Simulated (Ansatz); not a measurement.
Here is the system:

SiSnO$_{3}$:
Space group P4mm (No. 99); a = b = 3.4654 Å, c = 4.6916 Å, α = β = γ = 90.00°

| atom | site | symmetry | x | y | z |
|---|---|---|---|---|---|
| Si | 1b | 4mm | 0.5000 | 0.5000 | 0.4903 |
| Sn | 1a | 4mm | 0.0000 | 0.0000 | 0.0150 |
| O | 1b | 4mm | 0.5000 | 0.5000 | 0.8380 |
| O | 2c | 2mm. | 0.0000 | 0.5000 | 0.3814 |

This is the PBEsol-relaxed structure.

Question: All from DFT-PBEsol in the program Ansatz with PAW potentials, unless another level is named. Estimate the smallest direct gap on the standard path.

Answer: 1.43 eV.

Question: Predict the formation energy from the elements (no fitted shifts).

Answer: -1.90 eV/atom.

Question: Predict the valence-band maximum.

Answer: at X.

The cell is a constructed one: a structure type filled with these elements; neither database checked (COD, Materials Project) lists it. Whether it is the stable phase at ambient conditions was not checked. The PBEsol relaxation kept the symmetry of its start; its stability against distortions is not shown here. The references are the lowest solids computed at this level, not always the standard phases (solids in place of the gases). Scalar-relativistic: spin–orbit coupling is off unless named, which matters more the heavier the elements.

Potentials: the later of the program's two PAW sets.
